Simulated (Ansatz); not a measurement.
Relaxed-ion elastic tensor of Al2O3 (corundum, R-3c) in GPa (Voigt order), the program Ansatz at the PBE level (PAW); density 3.87 g/cm³, 8.76 Å³ per atom.

```
      1      2    3      4     5     6
-  ----  -----  ---  -----  ----  ----
1   448    149  107   20.1   0.0   0.0
2   149    448  107  -20.1   0.0   0.0
3   107    107  453    0.0   0.0   0.0
4  20.1  -20.1  0.0    131   0.0   0.0
5   0.0    0.0  0.0    0.0   131  20.1
6   0.0    0.0  0.0    0.0  20.1   150
```

Is the crystal mechanically stable?

Yes: the smallest eigenvalue of C is 118 GPa.

Work out the Voigt, Reuss and Hill averages.

K_V = 230, K_R = 230, K_H = 230; G_V = 148, G_R = 143, G_H = 146 GPa.

Give Young's modulus, Poisson's ratio, Pugh's ratio and the universal anisotropy index.

E = 9KG/(3K + G) = 361 GPa; ν = 0.24; K/G = 1.58 (brittle by the Pugh limit of 1.75); A_U = 5G_V/G_R + K_V/K_R − 6 = 0.16.

Estimate the sound speeds and the Debye temperature.

v_l = √((K + 4G/3)/ρ) = 10500 m/s, v_t = √(G/ρ) = 6140 m/s, mean 6810 m/s; Θ = (h/k)(3n/4πV)^(1/3) v_m = 983 K.

How much does each axis shrink under pressure?

Linear compressibilities β_i = Σ_j S_ij (j = 1 to 3): x 1.4, y 1.4, z 1.6 per TPa.

The PBE relaxation kept the symmetry of its start.

Potentials: the later of the program's two PAW sets.
